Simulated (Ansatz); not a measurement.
LiCl:
```cif
data_Cl2Li2
_chemical_formula_sum 'Li2 Cl2'
_space_group_name_H-M_alt 'P63mc'
_space_group_IT_number 186
_space_group_name_Hall 'P 6c -2c'
_cell_length_a 3.89452
_cell_length_b 3.89452
_cell_length_c 6.22775
_cell_angle_alpha 90.000
_cell_angle_beta 90.000
_cell_angle_gamma 120.000
loop_
_atom_site_label
_atom_site_type_symbol
_atom_site_symmetry_multiplicity
_atom_site_Wyckoff_symbol
_atom_site_fract_x
_atom_site_fract_y
_atom_site_fract_z
_atom_site_occupancy
Li1 Li 2 b 0.33333 0.66667 0.37807 1
Cl1 Cl 2 b 0.66667 0.33333 0.49693 1
```

Relaxed with r²SCAN.

**Question.** Tabulate the valence density and the electron localisation function along the shortest Li–Cl contact (2.37 Å), the program Ansatz at the r²SCAN level (PAW).

**Answer.** 

| distance from Li (Å) | density (e/Å³) | ELF |
|---|---|---|
| 0.24 | 6.07 | 0.99 |
| 0.36 | 3.34 | 0.96 |
| 0.47 | 1.33 | 0.63 |
| 0.59 | 0.37 | 0.11 |
| 0.71 | 0.14 | 0.03 |
| 0.83 | 0.13 | 0.04 |
| 0.95 | 0.16 | 0.26 |
| 1.07 | 0.22 | 0.67 |
| 1.18 | 0.33 | 0.82 |
| 1.30 | 0.48 | 0.87 |
| 1.42 | 0.72 | 0.89 |
| 1.54 | 1.04 | 0.89 |
| 1.66 | 1.45 | 0.88 |
| 1.78 | 1.79 | 0.85 |
| 1.89 | 1.81 | 0.78 |
| 2.01 | 1.38 | 0.63 |
| 2.13 | 0.63 | 0.40 |

The density is the valence pseudo-density with augmentation charge, so density and ELF within about 1 Å of a nucleus are not all-electron values.

Space group P6_3mc (wurtzite). The workflow started from a Materials Project entry (that database holds measured and hypothetical structures alike); the Crystallography Open Database copy checked does not list it. It is not the phase usual at ambient conditions (space group No. 225). Symmetry was held in the r²SCAN relaxation; of distortions, only those at the zone centre were tested.

Potentials: the later of the program's two PAW sets.
